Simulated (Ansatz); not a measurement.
Mg2Ge:
```
CELL_PARAMETERS angstrom
      0.00000     3.21048     3.21048
      3.21048     0.00000     3.21048
      3.21048     3.21048     0.00000
ATOMIC_POSITIONS crystal
  Ge 0.00000 0.00000 0.00000
  Mg 0.25000 0.25000 0.25000
  Mg 0.75000 0.75000 0.75000
```

Relaxed with PBE. Special points in fractions of this cell's reciprocal vectors: Γ (0.000, 0.000, 0.000); X (0.500, 0.000, 0.500); U (0.625, 0.250, 0.625); K (0.375, 0.375, 0.750); L (0.500, 0.500, 0.500); W (0.500, 0.250, 0.750).

Q: List the band energies nearest the valence-band maximum at these points for DFT-PBE in the program Ansatz with PAW potentials.

A: In eV from the valence-band maximum; about four levels below and three above (degenerate sets whole), none deeper than 8.9 eV; points with the same levels are listed once.

```
k                    below                above
-  -----------------------  -------------------
Γ           0.00 0.00 0.00  0.95 2.79 2.79 2.79
X  -8.02 -4.48 -1.98 -1.98  0.16 0.52 7.80 7.80
U  -8.04 -4.05 -3.46 -1.65       0.70 3.08 5.95
L  -8.46 -4.79 -0.73 -0.73       0.94 2.74 2.74
W  -7.99 -3.64 -3.64 -2.66  2.77 3.68 3.72 3.72
```

Space group Fm-3m (anti-fluorite). The cell was relaxed with PBE under the symmetry of its start; of distortions, only those at the zone centre were tested. Spin–orbit coupling is left out wherever it is not named.

Potentials: the later of the program's two PAW sets.
